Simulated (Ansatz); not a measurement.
PtS2:
```xyz
3
Lattice="3.5753 0.0000 0.0000 -1.7877 3.0963 0.0000 0.0000 0.0000 31.0000" Properties=species:S:1:pos:R:3 pbc="T T F"
S      1.7877     1.0321    16.7283
Pt     0.0000     0.0000    15.5000
S      0.0000     2.0642    14.2717
```
Free-standing layer in the xy plane with vacuum along z and no interaction between images.

Relaxed with PBE.

Task: All from PBE (plane waves, PAW; program Ansatz), unless another level is named. Give the ionisation potential (Kohn–Sham).

Result: 6.36 eV.

Task: Next, the hole effective mass, in the valley on the K–Γ line, 50 % of the way from K?

Result: 0.72 along x, 0.95 along y (mₑ).

Task: What about the electron effective mass with spin–orbit coupling, in the valley on the Γ–M line, 47 % of the way from Γ?

Result: 0.74 along x, 0.29 along y (mₑ).

Task: Give the electron effective mass, in the valley on the Γ–M line, 47 % of the way from Γ.

Result: 0.71 along x, 0.27 along y (mₑ).

Space group P-3m1 (1T). A layer that has been made, often on a substrate. Symmetry was held in the PBE relaxation; its stability against distortions is not shown here. No spin polarisation was allowed. Spin–orbit coupling is left out wherever it is not named.

Potentials: the later of the program's two PAW sets.

Edges and masses are those of Kohn–Sham bands, whose gap is no quasiparticle gap.
